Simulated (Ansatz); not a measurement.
ZrTiO4 in space group Pbcn (No. 60; Zr on 4c, Ti on 4c, O on 8d, O on 8d), DFT-r²SCAN in the program Ansatz with PAW potentials. The conduction-band minimum lies on the Γ–Z line, 97 % of the way from Γ, with 2 equivalent valleys. Second derivatives d²E/dk² of the lowest band at one valley (eV·Å²), along Cartesian directions:

| direction | d²E/dk² |
|---|---|
| [100] | 4.021 |
| [010] | 3.878 |
| [001] | 6.124 |
| [110] | 3.941 |
| [101] | 5.071 |
| [011] | 4.995 |

Question: Find the principal effective masses, the density-of-states mass and the conductivity mass.

Answer: Off-diagonal terms follow from H_xy = H[110] − (H_xx + H_yy)/2, and m*/mₑ = 7.620 eV·Å² over each eigenvalue: 1.2, 1.9, 2.0. One valley's DOS mass (m₁m₂m₃)^(1/3) = 1.7, conductivity mass 3/(Σ 1/mᵢ) = 1.6 mₑ.

Question: What effective density of states Nc follows at 300 K for parabolic valleys?

Answer: Nc = 2.509e19 × 2 × (1.7)^(3/2) ≈ 1.1e20 cm⁻³.

The start of the workflow was typed in or built on a structure type; neither database checked (COD, Materials Project) lists it. Its standing as an ambient phase is unchecked. The r²SCAN relaxation kept the symmetry of its start; whether a distortion lowers the energy is not shown. The workflow began spin-polarised and lost its moments. Scalar-relativistic: spin–orbit coupling is off unless named, which matters more the heavier the elements.

Potentials: the later of the program's two PAW sets.

Edges and masses are those of Kohn–Sham bands, whose gap is no quasiparticle gap.
